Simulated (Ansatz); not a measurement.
A geometry of SnO$_{2}$ away from equilibrium: the start of the relaxation of a relaxed SnO2 cell with every coordinate shifted by Gaussian noise of σ = 0.3 Å. The numbers are results of PBEsol (plane waves to 420 eV, PAW, scalar-relativistic; Ansatz, a program for electronic structure), not measurements. Γ-centred k-mesh 5×5×7 on the run's cell (coarser than for final values), Fermi–Dirac smearing 0.05 eV.

```xyz
6
Lattice="4.7686 0.0000 0.0000 0.0000 4.7686 0.0000 0.0000 0.0000 3.2113" Properties=species:S:1:pos:R:3 pbc="T T T"
Sn     0.0280     0.2095    -0.4083
Sn     2.6433     1.8956     1.2847
O      1.6916     1.2782    -0.0006
O      3.8725     0.5654     1.4425
O      0.9420     4.3009     1.6836
O      3.4545     3.5728    -0.4593
```

Task: What forces act on the atoms (eV/Å)?

Result: 
```
atom     Fx     Fy      Fz
----  -----  -----  ------
Sn1   -1.22   1.57   22.64
Sn2    1.10  10.73    7.26
O3    -3.91  -0.49   -7.32
O4    -5.82   3.90  -10.20
O5    12.74  -9.66  -13.75
O6    -2.89  -6.05    1.38
```

Task: What is the pressure?

Result: +65.0 GPa, compression positive.

No spin polarisation in the result.
